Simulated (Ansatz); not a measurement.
**MnPt: relaxed-ion elastic tensor**

Method: Ansatz, DFT LDA, scalar-relativistic, plane waves, PAW. Cutoff 420 eV, 16×16×12 k-points (Γ-centred), Gaussian smearing of 0.20 eV. Collinear spin, site moments 1.9, 0.1 μB.

Equilibrium structure at this level:
```xyz
2
Lattice="2.6381 0.0000 0.0000 0.0000 2.6381 0.0000 0.0000 0.0000 3.6835" Properties=species:S:1:pos:R:3 pbc="T T T"
Mn    0.0000    0.0000    0.0000
Pt    1.3191    1.3191    1.8417
```

In a metal, frequencies and elastic constants depend on the k mesh and the smearing, soft modes and shear constants most. Spin–orbit coupling is left out, which matters for heavy elements.

Q: Give the relaxed-ion elastic constants (GPa, Voigt order xx yy zz yz xz xy, on the axes of the cell above).

A:
C11 = 479.4, C12 = 61.5, C13 = 160.1, C22 = 479.4, C23 = 160.1, C33 = 419.7, C44 = 165.6, C55 = 165.6, C66 = 95.6 GPa; the others vanish.

Q: Is the crystal stable against homogeneous strain?

A: Yes: the least eigenvalue of the tensor is 95.6 GPa.

Q: And the moduli of a polycrystal (Hill averages)?

A: B = 238 GPa, G = 146 GPa, E = 364 GPa, ν = 0.24.

Cost: 1 run of about 5.7 core-minutes, on Intel Xeon 6975P-C (Granite Rapids) (shared hosts).